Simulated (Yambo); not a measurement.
G0W0@PBEsol for a free-standing CdClOH monolayer (symmetry P3m1, slab cell 16.5 Å high) in Yambo. Reference settings: 6×6×1 Γ-centred k mesh, bands 5 to 100 and a 6 Ry block in the screening, 100 bands in G with the Bruneval-Gonze terminator, plasmon pole fitted at 27.2 eV, slab-truncated Coulomb interaction, stochastic integration of W near q = 0. The PBEsol gap Γ → Γ on this mesh is 2.48 eV; G0W0 gaps are taken between the same points.

The settings were changed. The gap went from 5.21 eV to 5.11 eV, and the shift of the valence edge from -1.65 eV to -1.57 eV.

Which change was made?
A. no terminator
B. 2 Ry block
C. pole fitted at 55 eV
D. no stochastic integration of W

B, 2 Ry block. The others gave (gap, valence shift): pole fitted at 55 eV: 5.25, -1.70 eV; no stochastic integration of W: 5.85, -1.99 eV; no terminator: 5.09, -1.41 eV.

Spin-orbit coupling is not included.

Geometry relaxed with PBEsol; primitive cell a = b = 3.646 Å, c = 16.500 Å, α = β = 90.00°, γ = 120.00°.

This is a model layer cut from the bulk structure; whether it is stable on its own was not checked.

A shift is the quasiparticle energy of the state minus its PBEsol energy.
